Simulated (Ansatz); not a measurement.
ZnInGaO4 (InGaZnO4 type, space group R3m)

```cif
data_GaInO4Zn
_chemical_formula_sum 'In1 Ga1 Zn1 O4'
_space_group_name_H-M_alt 'P 1'
_space_group_IT_number 1
_cell_length_a 8.79445
_cell_length_b 8.79445
_cell_length_c 8.79445
_cell_angle_alpha 21.725
_cell_angle_beta 21.725
_cell_angle_gamma 21.725
loop_
_space_group_symop_operation_xyz
  'x, y, z'
loop_
_atom_site_label
_atom_site_type_symbol
_atom_site_fract_x
_atom_site_fract_y
_atom_site_fract_z
_atom_site_occupancy
In1 In 0.99705 0.99705 0.99705 1
Ga1 Ga 0.21287 0.21287 0.21287 1
Zn1 Zn 0.78131 0.78131 0.78131 1
O1 O 0.13627 0.13627 0.13627 1
O2 O 0.87883 0.87883 0.87883 1
O3 O 0.28876 0.28876 0.28876 1
O4 O 0.70491 0.70491 0.70491 1
```

The volume is varied about the relaxed value V₀ at fixed cell shape. The atoms relax within the cell's symmetry.

Computed with PBEsol (plane waves to 420 eV, PAW, scalar-relativistic; Ansatz, a first-principles code). k mesh 12×12×12 (Γ-centred), Fermi-Dirac smearing 0.05 eV. E stands for the smeared free energy. Compression counts positive. ZnInGaO4 was relaxed with its symmetry unable to fall. The zero of ΔE is the relaxed starting cell.

```json
[
 {"V (Å³/atom)": "10.502", "P (GPa)": "22.9", "ΔE (meV/atom)": "75.8"},
 {"V (Å³/atom)": "10.793", "P (GPa)": "(withheld)", "ΔE (meV/atom)": "40.6"},
 {"V (Å³/atom)": "11.085", "P (GPa)": "9.9", "ΔE (meV/atom)": "17.2"},
 {"V (Å³/atom)": "11.377", "P (GPa)": "4.6", "ΔE (meV/atom)": "4.1"},
 {"V (Å³/atom)": "11.668", "P (GPa)": "0.0", "ΔE (meV/atom)": "0.0"},
 {"V (Å³/atom)": "11.960", "P (GPa)": "-4.0", "ΔE (meV/atom)": "3.7"},
 {"V (Å³/atom)": "12.252", "P (GPa)": "-7.5", "ΔE (meV/atom)": "14.2"},
 {"V (Å³/atom)": "12.543", "P (GPa)": "-10.5", "ΔE (meV/atom)": "30.7"},
 {"V (Å³/atom)": "12.835", "P (GPa)": "-13.1", "ΔE (meV/atom)": "(withheld)"}
]
```

Problem. Fill in the missing entries.

Solution. 
- 10.793, P (GPa): 16.0
- 12.835, ΔE (meV/atom): 52.2

(Under strain, the slope of the energy per volume gives the stress and its curvature an elastic modulus.)
